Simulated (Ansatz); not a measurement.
A single-point calculation of an ordered 8-atom cell of Ga₄Sb₃P on the zincblende lattice with the plane-wave code Ansatz, at the level r2SCAN. Cell and atoms come from a relaxation with r2SCAN.

```yaml
crystal:
  lattice:
    - [6.9807501253, -2.1108644452, -0.0046434534]
    - [6.9807501253, 2.1108644452, -0.0046434534]
    - [-1.2740012147, 0.0, 7.1912230248]
  atoms:
    - { symbol: P, position: [-0.0008197839, -0.0008197839, -0.0006211254] }
    - { symbol: Sb, position: [0.5009397366, 0.5009397366, 0.499692573] }
    - { symbol: Sb, position: [0.7479928406, 0.7479928406, 0.2413917716] }
    - { symbol: Sb, position: [0.2518945938, 0.2518945938, 0.7602191806] }
    - { symbol: Ga, position: [0.4443396665, 0.4443396665, 0.8352581118] }
    - { symbol: Ga, position: [0.9412989252, 0.9412989252, 0.2908321084] }
    - { symbol: Ga, position: [0.1718497513, 0.1718497513, 0.060054383] }
    - { symbol: Ga, position: [0.69250427, 0.69250427, 0.5631729969] }
kpoints:
  mp_grid: { grid: [6, 6, 4] }
  band_path:
    path:
      - [0.0, 0.0, 0.0]
      - [-0.2735819684, 0.2735819684, 0.0]
      - [0.2735819684, 0.7264180316, 0.0]
      - [0.5, 0.5, 0.0]
      - [0.5, 0.5, -0.5]
      - [0.2656882275, 0.7343117725, -0.5]
      - [-0.2656882275, 0.2656882275, -0.5]
      - [0.0, 0.0, -0.5]
      - [0.0, 0.5, -0.5]
      - [0.05, 0.05, -0.05]
      - [0.05, 0.05, 0.0]
    npoints: 1
hamiltonian:
  xc: r2scan
scf:
  occupations: { method: fermi_dirac, width: 0.02 }
  n_extra_bands: 6
output:
  forces: true
  stress: true
  eigenvalues: true
```

The output follows, shortened, with numbered blanks.
```
scf.n_extra_bands = 6 over 51 filled bands (N_el = 102.0): the run solves 57 bands
Functional definition: r2SCAN
Crystal: 8 atoms, lattice volume = 211.906 Å³
Basis set: ecut = 500 eV, 5397 PW (Γ)
[1]
SCF 1 converged in 8 iterations: F = -35419.697565 eV  dr2 = 3.28e-8
SCF converged after 8 iterations
Free energy (F): -35419.697565 eV
Internal energy: -35419.697442 eV  (E = F + TS)
E sigma→0 (E₀):  -35419.697503 eV
Entropy (-TS):   -0.000123 eV (-0.015 meV/atom)
[2]
--- Per-component energies (eV) ---
  E_band       = -902.325258
  E_kinetic    = 1149.109449
  E_local      = -14030.472308
  E_nonlocal   = 2831.242056
  E_hartree    = 6477.066710
  E_xc         = -688.312643
  E_vxc        = -609.199897
  E_paw        = -22399.742542
  E_vpaw       = -3233.320903
  E_vtau       = 36.178688
  E_ewald      = -8757.402990
  E_core_change = -1.185011
  E_smearing   = -0.000123
--- Forces (eV/Å), atoms counted from 1 ---
  atom   1  P       0.00102      0.00000      0.00052
  atom   2  Sb      0.00116      0.00000      0.00234
  atom   3  Sb    -0.00023      0.00000    -0.00011
  atom   4  Sb    -0.00066      0.00000      0.00075
  atom   5  Ga      0.00018      0.00000    -0.00030
  atom   6  Ga      0.00052      0.00000    -0.00252
  atom   7  Ga    -0.00191      0.00000    -0.00063
  atom   8  Ga    -0.00008      0.00000    -0.00007
--- Stress (GPa, compression-positive) ---
[3]
--- Band table (eV; the first three rows and the last of 47) ---
[4]
```

The rows of the band table are 0: (0, 0, 0) = Γ, 1: (0, 0, 1/4), 2: (0, 0, -1/2) = A, 46: (-1/2, -1/2, -1/2) = M₂.

Q: Give the withheld lines. They hold the Fermi energy and the band table, the stress, the symmetry found.

A:
```
[1]
Symmetry: 2 space group operations
Space group: Cm (ITA 8)
[2]
Fermi energy:    7.649189 eV
[3]
       -0.006024       0.000000      -0.001797
        0.000000      -0.006864       0.000000
       -0.001797       0.000000      -0.005758
  P = ⅓ Tr σ = -0.0062 GPa (-0.062 kbar)
[4]
  k-point 0: bands = […, 5.5892, 6.0773, 6.3908, 7.3025, 7.5135, 7.5923, 7.7055, 8.7362, 9.2427, 9.6908, …]
  k-point 1: bands = […, 5.2075, 5.7559, 5.8992, 6.2641, 6.9909, 7.1564, 8.5964, 9.4974, 9.7097, 9.8037, …]
  k-point 2: bands = […, 4.8218, 5.9409, 5.9661, 6.3348, 6.3597, 6.5544, 8.8788, 9.7643, 9.9763, 10.0064, …]
  k-point 46: bands = […, 5.1083, 5.3473, 5.3874, 5.6960, 6.5306, 7.0494, 8.6613, 9.4493, 9.6997, 9.8122, …]
```
The trailing digits, and the zero of the energies, depend on the potentials and thresholds.

With r2SCAN the gap is 0.11 eV and direct, at Γ. The mean stress is close to zero (-0.01 GPa).

Command: `ansatz run input.yaml --threads 4 --pin off --max-ram 6451MiB --backend cpu --events-out ev --progress --plain --runs-dir out`. Wall time 11 s on 4 threads of AMD EPYC 9R45 96-Core Processor (Zen 5), on a shared host; peak host memory 1.5 GiB.

These are computed values for a spin-unpolarised cell that may be hypothetical; none is a measurement.

Spin-orbit coupling is left out, which matters wherever the heavy atoms make up the band edges.
